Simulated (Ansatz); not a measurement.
Data:

NaCoO₂:
```
CELL_PARAMETERS angstrom
      1.44486     0.83419     5.12188
     -1.44486     0.83419     5.12188
      0.00000    -1.66838     5.12188
ATOMIC_POSITIONS crystal
  Na 0.00000 0.00000 0.00000
  Co 0.50000 0.50000 0.50000
  O  0.22915 0.22915 0.22915
  O  0.77085 0.77085 0.77085
```

This is the PBEsol-relaxed structure. Tensor components refer to the Cartesian frame of this cell.

Problem. All from the program Ansatz at the PBEsol level (PAW), unless another level is named. Give the band gap.

Solution. 0.84 eV (indirect).

Problem. Give the electron effective mass.

Solution. 0.67, 1.4, 1.7 mₑ (principal values).

Problem. And the formation energy from the elements (no fitted shifts)?

Solution. -1.34 eV/atom.

Problem. Predict the valence-band maximum.

Solution. off the standard path, at k = (0.375, 0.375, -0.464) in fractions of the reciprocal vectors.

Space group R-3m. The first step of the workflow began from a Materials Project structure, measured or hypothetical; the Crystallography Open Database copy checked does not list it. Its standing as an ambient phase is unchecked. Symmetry was held in the PBEsol relaxation; whether a distortion lowers the energy is not shown. No spin polarisation was allowed. No Hubbard U is applied. The references are the lowest solids computed at this level, not always the standard phases (solids in place of the gases).

Potentials: the later of the program's two PAW sets.
